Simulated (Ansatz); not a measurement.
Band table of MgRh

```xyz
2
Lattice="2.8158 0.0000 0.0000 0.0000 2.8158 0.0000 0.0000 0.0000 2.8158" Properties=species:S:1:pos:R:3 pbc="T T T"
Mg    0.0000    0.0000    0.0000
Rh    1.4079    1.4079    1.4079
```

The base volume is that of a database entry, so it needn't be at zero pressure; the structure needn't be the stable phase, at rest or compressed.

Computed with Ansatz 0.2.0; functional PBEsol, scalar-relativistic. Settings: a Γ-centred 12×12×12 k mesh, Fermi–Dirac smearing of 0.05 eV, no spin polarisation. Methods: LAPW: all electrons, basis error target 1 meV/atom.

This run: volume at 0.75 of the series' base cell.

Path points, in fractions of the reciprocal vectors: Γ (0.000, 0.000, 0.000), X (0.000, 0.500, 0.000), M (0.500, 0.500, 0.000), R (0.500, 0.500, 0.500). The distance column jumps between branches of the path. Levels in eV from the Fermi level; bands 14 to 21, counted from the lowest band of the run. The gap is zero, the pressure 63.7 GPa.

```
# k(1/Å) point b14 b15 b16 b17 b18 b19 b20 b21
0.000 Γ -8.48 -4.53 -4.53 -0.28 -0.28 -0.28 10.07 10.07
0.186 - -8.33 -4.48 -4.43 -0.41 -0.41 -0.27 9.11 10.30
0.372 - -7.88 -4.35 -4.15 -0.74 -0.74 -0.22 7.39 10.90
0.558 - -7.20 -4.17 -3.74 -1.15 -1.15 -0.17 5.64 11.06
0.744 - -6.41 -3.97 -3.33 -1.52 -1.52 -0.11 4.14 10.13
0.930 - -5.71 -3.82 -3.04 -1.77 -1.77 -0.06 3.08 9.51
1.116 X -5.41 -3.76 -2.96 -1.86 -1.86 -0.04 2.69 9.29
1.302 - -5.25 -3.66 -3.33 -1.85 -1.49 -0.18 2.69 9.44
1.488 - -4.85 -3.97 -3.33 -1.83 -0.88 -0.53 2.66 9.83
1.674 - -4.57 -4.40 -2.65 -1.79 -0.96 -0.26 2.57 9.48
1.859 - -5.05 -4.06 -1.75 -1.58 -1.36 0.29 2.36 7.94
2.045 - -5.36 -3.86 -1.73 -1.62 -0.29 0.67 1.88 6.81
2.231 M -5.46 -3.79 -1.72 -1.72 0.81 0.81 1.10 6.39
2.494 - -5.27 -3.93 -1.64 -1.63 -0.54 -0.05 2.54 7.05
2.757 - -5.15 -4.08 -1.88 -1.43 -1.41 -1.38 4.14 7.83
3.020 - -6.08 -3.86 -3.00 -1.91 -1.08 -1.04 5.78 8.19
3.283 - -7.29 -4.11 -3.83 -1.25 -0.71 -0.67 7.46 8.66
3.546 - -8.17 -4.41 -4.35 -0.55 -0.40 -0.39 9.11 9.51
3.809 Γ -8.48 -4.53 -4.53 -0.28 -0.28 -0.28 10.07 10.07
4.131 - -8.02 -4.31 -4.31 -0.54 -0.53 -0.53 9.29 9.29
4.453 - -6.73 -3.69 -3.69 -1.22 -1.22 -1.16 8.23 8.23
4.775 - -5.19 -3.03 -3.03 -1.90 -1.90 -1.35 7.58 7.58
5.098 - -4.57 -3.61 -3.61 -1.01 -1.01 0.32 7.00 7.00
5.420 - -4.54 -4.28 -4.28 0.40 0.40 3.30 6.00 6.00
5.742 R -4.53 -4.53 -4.53 1.21 1.21 5.27 5.27 5.27
6.005 - -4.57 -4.40 -4.30 0.42 0.83 4.40 4.71 6.31
6.268 - -4.60 -4.01 -3.70 -0.93 -0.37 3.35 3.40 8.36
6.531 - -4.50 -3.41 -3.29 -2.13 -1.51 1.86 2.89 10.52
6.794 - -4.20 -4.15 -3.03 -2.71 -1.04 0.33 2.72 10.29
7.057 - -5.09 -3.57 -3.52 -2.11 -1.04 -0.32 2.69 9.59
7.320 X -5.41 -3.76 -2.96 -1.86 -1.86 -0.04 2.69 9.29
8.897 R -4.53 -4.53 -4.53 1.21 1.21 5.27 5.27 5.27
9.083 - -4.60 -4.41 -4.41 0.62 1.20 4.98 4.98 5.55
9.269 - -4.78 -4.07 -4.07 -0.61 1.18 4.24 4.24 5.98
9.455 - -5.02 -3.53 -3.53 -1.88 1.15 3.27 3.27 6.24
9.641 - -5.25 -2.91 -2.83 -2.83 1.13 2.22 2.22 6.35
9.827 - -5.40 -3.57 -2.10 -2.10 1.11 1.28 1.28 6.38
10.013 M -5.46 -3.79 -1.72 -1.72 0.81 0.81 1.10 6.39
```
